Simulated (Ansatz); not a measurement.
Relaxed ZnO (wurtzite):

```
ZnO
1.0
    6.55919     0.00000     0.00000
   -1.63980     2.84021     0.00000
    3.27960     0.00000     5.29330
Zn O
4 4
Direct
  0.33226   0.33333   0.00215
  0.83226   0.33333   0.00215
  0.91559   0.66667   0.50215
  0.41559   0.66667   0.50215
  0.02181   0.33333   0.62305
  0.52181   0.33333   0.62305
  0.10514   0.66667   0.12305
  0.60514   0.66667   0.12305
```

The atoms are displaced by Q × the pattern below (from a DFPT mode at L = (0.5, 0.0, 0.5), largest move 1; Q in Å), at fixed cell. It is one choice among 2 degenerate patterns. (q is in reciprocal vectors of the primitive cell; the cell shown is doubled to hold the pattern.)

| atom | x | y | z |
|---|---|---|---|
| Zn1 | 0.075 | -0.131 | 0.000 |
| Zn2 | -0.075 | 0.131 | 0.000 |
| Zn3 | 0.087 | -0.150 | 0.000 |
| Zn4 | -0.087 | 0.150 | 0.000 |
| O5 | -0.500 | 0.866 | 0.000 |
| O6 | 0.500 | -0.866 | 0.000 |
| O7 | -0.465 | 0.805 | 0.000 |
| O8 | 0.465 | -0.805 | 0.000 |

The numbers are results of PBE (plane waves to 420 eV, PAW, scalar-relativistic; Ansatz, a quantum-chemistry and plane-wave program), not measurements. k mesh 12×12×12 (Γ-centred), Fermi-Dirac smearing 0.05 eV. E stands for the smeared free energy. ZnO was relaxed with its symmetry unable to fall. The zero of ΔE is the undisplaced structure.

```csv
Q (Å),ΔE (meV/cell)
-0.180,731
-0.150,502
-0.120,withheld
-0.090,177
-0.060,78
-0.030,20
0.000,0
0.030,20
0.060,78
0.090,177
0.120,withheld
0.150,502
0.180,731
```

Q: Fit an even polynomial form (powers 2, 4) to the given rows and predict ΔE at Q = 0.120.

A: Least squares on the 11 given rows: ΔE = (21670)·Q² + (27700)·Q⁴, in meV/cell with Q in Å; root-mean-square residual 0.4 meV/cell. At 0.120 the fit gives 318 meV/cell; the calculation gives 318 meV/cell, the same to the digits shown. The quadratic term alone would give 312 meV/cell.

(For displaced atoms, the force is minus the slope of the energy, and its curvature is a force constant, which sets phonon frequencies.)
